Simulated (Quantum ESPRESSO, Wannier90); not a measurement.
**Wannier functions of Ga$_{2}$BiAs (P-4m2)**

```
begin unit_cell_cart
ang
    4.3001400000    0.0000000000    0.0000000000
    0.0000000000    4.3001400000    0.0000000000
    0.0000000000    0.0000000000    6.1458600000
end unit_cell_cart
begin atoms_frac
Ga   0.5000000000  0.0000000000 -0.2742600000
Ga   0.0000000000  0.5000000000  0.2742600000
Bi   0.0000000000  0.0000000000  0.0000000000
As   0.5000000000  0.5000000000  0.5000000000
end atoms_frac
```

Structure: Materials Project mp-1018076, symmetrised, not relaxed again. Not found in the COD (Crystallography Open Database) copy used; not checked further. Level: PBEsol, no spin polarisation, no spin-orbit coupling; pw.x of Quantum ESPRESSO at 68 Ry with PseudoDojo potentials, 6×6×4 k-points, Wannier90. Density: 8×8×6 mesh, cold smearing 0.01 Ry. Spin-orbit coupling is left out although heavy elements are present.

A tight-binding model is made by disentanglement and projection with no localisation steps (num_iter = 0), so the 16 orbitals stay atom-like: hydrogen-like Ga: s;p; Bi: s;p; As: s;p, axes along x, y, z; frozen window up to 1.50 eV relative to the Fermi level. It follows pw.x to 6.8 meV rms for states up to 1.0 eV relative to the Fermi level. Matrix elements depend on this choice of orbitals and windows.

Question: What are the on-site energies relative to the Fermi level, and how fast do the hoppings decay?

Answer: 
```
atom  orbitals  energy (eV)
----  --------  -----------
Ga1          s        -3.60
Ga1         pz         2.57
Ga1         px         2.40
Ga1         py         2.72
Ga2          s        -3.60
Ga2         pz         2.56
Ga2         px         2.72
Ga2         py         2.40
Bi3          s        -8.87
Bi3         pz         1.15
Bi3      px py         0.95
As4          s        -8.81
As4         pz         0.06
As4      px py         0.15
```

```tsv
distance of the centres (Å)	largest modulus (eV)
2–3	1.7
3–4	0.44
4–5	0.36
5–6	0.056
6–7	0.18
7–8	0.030
8–9	0.035
9–10	0.0084
10–11	0.0089
11–12	0.0060
```
